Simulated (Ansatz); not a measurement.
AlZnNO in space group P3m1 (No. 156; Al on 1b, Zn on 1c, O on 1b, N on 1c), DFT-r²SCAN in the program Ansatz with PAW potentials. The conduction-band minimum lies at Γ, with 1 equivalent valley. Second derivatives d²E/dk² of the lowest band at one valley (eV·Å²), along Cartesian directions:

```csv
direction,d²E/dk²
[100],25.48
[010],25.48
[001],32.20
[110],25.48
[101],28.84
[011],28.84
```

Task: Find the principal effective masses, the density-of-states mass and the conductivity mass.

Result: Off-diagonal terms follow from H_xy = H[110] − (H_xx + H_yy)/2, and m*/mₑ = 7.620 eV·Å² over each eigenvalue: 0.24, 0.30, 0.30. One valley's DOS mass (m₁m₂m₃)^(1/3) = 0.28, conductivity mass 3/(Σ 1/mᵢ) = 0.27 mₑ.

Task: What effective density of states Nc follows at 300 K for parabolic valleys?

Result: Nc = 2.509e19 × 1 × (0.28)^(3/2) ≈ 3.7e18 cm⁻³.

The start of the workflow was typed in or built on a structure type; neither database checked (COD, Materials Project) lists it. Whether it is the stable phase at ambient conditions was not checked. The cell was relaxed with r²SCAN under the symmetry of its start; whether a distortion lowers the energy is not shown.

Potentials: the earlier of the program's two PAW sets.

Edges and masses are those of Kohn–Sham bands, whose gap is no quasiparticle gap.
